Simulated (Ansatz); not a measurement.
With the program Ansatz at the PBE level (PAW), Si$_{3}$Ge in the tetragonal phase (P-4m2; Si on 2g, Si on 1a, Ge on 1c) relaxes to a = 3.914 Å, c = 5.527 Å. Si on 2g has 4 nearest neighbours from 2.38 Å (tetrahedral); Si on 1a has 4 nearest neighbours from 2.38 Å (tetrahedral); Ge has 4 nearest neighbours from 2.41 Å (tetrahedral). Its formation energy from the elements is 16 meV/atom, with no fitted shifts.

The Kohn–Sham gap is 0.39 eV (indirect). The valence maximum lies at Γ and the conduction minimum at M. Gap from PBE with spin–orbit coupling: 0.35 eV. Electrons at the band edge weigh 0.19, 0.41, 0.41 mₑ (principal values).

An equation-of-state fit gives a bulk modulus of 81.4 GPa.

The start of the workflow was typed in or built on a structure type; neither database checked (COD, Materials Project) lists it. Its standing as an ambient phase is unchecked. The cell was relaxed with PBE under the symmetry of its start; its stability against distortions is not shown here. The references are the lowest solids computed at this level, not always the standard phases. Scalar-relativistic: spin–orbit coupling is off unless named, which matters more the heavier the elements.

Potentials: the earlier of the program's two PAW sets.
